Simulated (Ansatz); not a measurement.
LaAlH₆ in space group R-3m (No. 166; La on 3b, Al on 3a, H on 18h) at seven volumes, r²SCAN in the plane-wave PAW code Ansatz, shape and atoms relaxed at each. One row is withheld.

```tsv
V (Å³/atom)	P (GPa)
8.796	7.70
9.086	4.73
9.376	2.20
9.666	0.00
9.956	-1.87
10.246	?
10.536	-4.79
```

Q: Fit the shown pressures and predict the withheld one.

A: Third-order Birch–Murnaghan: P = (3/2)B₀(x^(7/2) − x^(5/2))[1 + (3/4)(B′ − 4)(x − 1)] with x = (V₀/V)^(2/3). Least squares on the six rows gives V₀ = 9.667 Å³/atom, B₀ = 66.85 GPa, B′ = 4.22. At V = 10.246, x = 0.9620 and P = -3.44 GPa. The run itself gave -3.46 GPa.

The first step of the workflow began from a Materials Project structure, measured or hypothetical; the Crystallography Open Database copy checked does not list it. Whether it is the stable phase at ambient conditions was not checked. The cell was relaxed with r²SCAN under the symmetry of its start; its stability against distortions is not shown here. Spin–orbit coupling is left out wherever it is not named.

Potentials: the later of the program's two PAW sets.
